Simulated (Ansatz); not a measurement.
The start is a relaxed TiB2 cell, doubled along one cell vector, shaken by Gaussian noise of σ = 0.08 Å a coordinate. The structure is fully relaxed (lattice and positions, P = 0) with PBEsol (plane waves to 420 eV, PAW, scalar-relativistic; Ansatz, a quantum-chemistry and plane-wave program). First-step values are on the input's coarse k-mesh.

Ansatz input (later rounds restart from its end on a renewed k-mesh):
Ansatz 0.2 input:
```yaml
crystal:
  lattice:
    - [0, 3.0867859869, 3.991124023]
    - [2.2854530702, 0, 3.991124023]
    - [4.5709061404, 6.1735719738, 0]
  atoms:
    - { symbol: B, position: [0.631734156, 0.3939252207, 0.3181113835] }
    - { symbol: B, position: [0.6527747996, 0.3599624338, 0.8016760784] }
    - { symbol: B, position: [0.3882762281, 0.5861133095, 0.200963155] }
    - { symbol: B, position: [0.378380681, 0.619007409, 0.6665143044] }
    - { symbol: B, position: [0.6407542633, 0.8843995218, 0.2950544443] }
    - { symbol: B, position: [0.6782606074, 0.8509411374, 0.7913904967] }
    - { symbol: B, position: [0.8639371386, 0.6195757528, 0.4501494644] }
    - { symbol: B, position: [0.9110026377, 0.5818735951, 0.9539448696] }
    - { symbol: Ti, position: [0.0123913557, 0.0004613719, -0.015621796] }
    - { symbol: Ti, position: [0.02662308, -0.044786292, 0.4847128406] }
    - { symbol: Ti, position: [0.2694937818, 0.2625435472, 0.1225212508] }
    - { symbol: Ti, position: [0.2562852937, 0.2538554669, 0.6174467358] }
basis: { ecutwfc: 420, ecutrho_ratio: 4, xc_grid: 2, fft_grid_basis: typed }
kpoints: { mp_grid: { grid: [7, 7, 4] } }
hamiltonian:
  xc: pbesol
  dispersion: none
  pseudopotentials: { azcp: { folder: ./paw }, kind: paw }
scf: { occupations: { method: fermi_dirac, width: 0.05 } }
relax: { f_tol: 0.01, max_steps: 100, cell: { stress_tol: 0.02 } }
output: { forces: true, stress: true }
```

Question: What pressure does the first self-consistent step give?

Answer: +3 GPa (positive: the cell is compressed).

Question: Which atoms feel the largest initial force, and how large is it?

Answer: About 4.0 eV/Å, on B1 (atoms numbered as listed).

Question: How much energy is released per atom?

Answer: 0.85 eV/atom.

Question: How does the volume per atom move from start to end?

Answer: -3.5 %, from 9.39 to 9.06 Å³/atom.

Question: Is the parent structure recovered?

Answer: It does not go back: it reaches C2/m (No. 12), 0.77 eV/atom below the parent.

Question: How do the shortest distances between atoms change?

Answer: The closest pairs of elements (up to four, under 3.6 Å), start → end: B–B 1.49 → 1.73 Å; B–Ti 2.15 → 2.28 Å; Ti–Ti 2.62 → 2.92 Å.

Question: Write out the relaxed structure.

Answer: 
Space group C2/m (No. 12); a = 8.1148 Å, b = 3.0307 Å, c = 4.5640 Å, α = 90.00°, β = 104.36°, γ = 90.00°

| atom | site | symmetry | x | y | z |
|---|---|---|---|---|---|
| B | 4i | m | 0.4489 | 0.0000 | 0.1451 |
| B | 4i | m | 0.0850 | 0.0000 | 0.6732 |
| Ti | 4i | m | 0.1784 | 0.0000 | 0.2128 |
(The calculation used a cell of 6 atoms; values per cell refer to that cell.)

Final values are on a 15×15×10 k-mesh of the relaxed cell. No spin polarisation in the result.

The relaxed structure here is a generated cell of TiB2: the first start was made by placing the elements on the sites of a structure type, and the end was not matched to a known phase here, so it may be hypothetical. Known forms of TiB2 include space group No. 191.
